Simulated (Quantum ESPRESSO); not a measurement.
# Where does C sit best among Si sites?

Calculated results; nothing here was measured. They come from pw.x of Quantum ESPRESSO 7.5, a plane-wave density functional program, with PseudoDojo standard norm-conserving files (v0.5 for PBE, v0.4.1 for LDA and PBEsol). The cells are made up: elements, strain and atom displacements were drawn at random, and nothing was relaxed. There is no spin polarisation, spin-orbit coupling or dispersion term.

The cell has 8 sites of a zincblende or diamond lattice. Sites 1 to 4 hold X X X X; sites 5 to 8 hold Ge Ge Si Si. Cell vectors in Å: (5.643, 0.011, 0.009); (0.011, 5.630, 0.012); (0.009, 0.012, 5.735). Settings: PBE, cutoff 1116 eV, 6 x 6 x 6 k mesh shifted by half a step, Fermi-Dirac smearing of 0.1 eV.

In each run one of the sites marked X holds C and the others hold Si; cell and positions stay the same. E is the free energy of the cell.

```
site of the guest,first shell,mean distance (Å),E above the lowest (eV),P (GPa),force on the guest (eV/Å)
1,Ge2Si2,2.532,1.063,-8.16,0.832
2,Ge2Si2,2.471,0.937,-8.64,0.979
3,Ge2Si2,2.349,0.000,-10.58,1.396
4,Ge2Si2,2.497,1.099,-8.19,0.794
```

A rerun of one of these cells at 1347 eV and k mesh 8 x 8 x 8 moved values by no more than 0.003 eV in the cell's energy, 0.02 GPa in stress and 0.004 eV/Å in force.

## Reading the table

Site 3 is lowest, by 0.937 eV, over three times the rerun's bound. A straight line of energy against the mean distance has a slope of 6.4 ± 1.2 eV/Å, so the guest costs less on the tighter sites. The positions are random and not relaxed, so the differences hold for this frozen cell and are not site preferences of a real crystal.